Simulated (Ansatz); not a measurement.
# How much do the gradients of BaTiO3 with Hf replacing Ti depend on the method?

Cell: a supercell of BaTiO3 (cubic perovskite type, Pm-3m) built from a measured structure from the Crystallography Open Database (COD), with the ions relaxed around the defect (PBE).

```
Ba Hf Ti O
1.0
    -4.00600    4.00600    4.00600
     4.00600   -4.00600    4.00600
     4.00600    4.00600   -4.00600
Ba Hf Ti O
4 1 3 12
Direct
  0.50000 0.50000 0.50000
  0.00000 0.00000 0.50000
  0.00000 0.50000 0.00000
  0.50000 0.00000 0.00000
  0.00000 0.00000 0.00000
  0.50000 0.50000 0.00000
  0.50000 0.00000 0.50000
  0.00000 0.50000 0.50000
  0.00000 0.25735 0.25735
  0.50000 0.75000 0.25000
  0.50000 0.25000 0.75000
  0.00000 0.74265 0.74265
  0.25735 0.00000 0.25735
  0.75000 0.50000 0.25000
  0.74265 0.00000 0.74265
  0.25000 0.50000 0.75000
  0.25735 0.25735 0.00000
  0.74265 0.74265 0.00000
  0.75000 0.25000 0.50000
  0.25000 0.75000 0.50000
```

Sites (sets of like atoms) are named by element and the number of their first atom in this list.

First run. Method: Kohn–Sham DFT in Ansatz, PBE, plane waves and PAW, scalar-relativistic, 420 eV cutoff, Γ-centred 3×3×3 k-points, Fermi–Dirac smearing 0.01 eV.

```
site  atom  V_zz (10²¹ V/m²)     η
  Ba     1              3.10  0.00
  Hf     5              0.00     –
  Ti     6             -3.07  0.00
  O9     9              0.64  0.00
 O10    10              2.54  0.00
```

Second run. The same atoms and settings, except that the functional is r2SCAN and the cutoff is 500 eV.

Task: Given the first result, estimate the second.

Result: 

```json
{"site": "Ba", "atom": "1", "V_zz": "3.18", "η": "0.00", "change of V_zz": "+0.08"}
{"site": "Hf", "atom": "5", "V_zz": "0.00", "η": "–", "change of V_zz": "0.00"}
{"site": "Ti", "atom": "6", "V_zz": "-3.07", "η": "0.00", "change of V_zz": "0.00"}
{"site": "O9", "atom": "9", "V_zz": "0.90", "η": "0.00", "change of V_zz": "+0.26"}
{"site": "O10", "atom": "10", "V_zz": "2.93", "η": "0.00", "change of V_zz": "+0.39"}
```

The largest change of V_zz is on O10, from 2.54 to 2.93. In per cent, |V_zz| changes by +3 on Ba, 0 on Ti, +15 to +41 on O (all sites that start above 0.5).

The defect repeats with the cell of 20 atoms, so it feels its images: sites between two images don't show the values beside a lone defect, and zeros or small values of η there can come from the images' arrangement. O carries a gradient in the pure host already, so the values there aren't the defect's effect alone. The relaxation keeps the site symmetry m-3m of the start, so the impurity can't leave its site; a start off the site could end lower. This high-symmetry form of BaTiO3 is unstable when cold, to polar off-centring of Ti. The symmetry of the cell holds that distortion back, wholly or in part, and it would change the field gradients, the more the larger the distortion. Without spin–orbit coupling the gradients at and beside Hf can be off by some per cent, at some sites by more.
For the first run: The cell keeps the host's lattice, where the PBE pressure is 8 GPa.
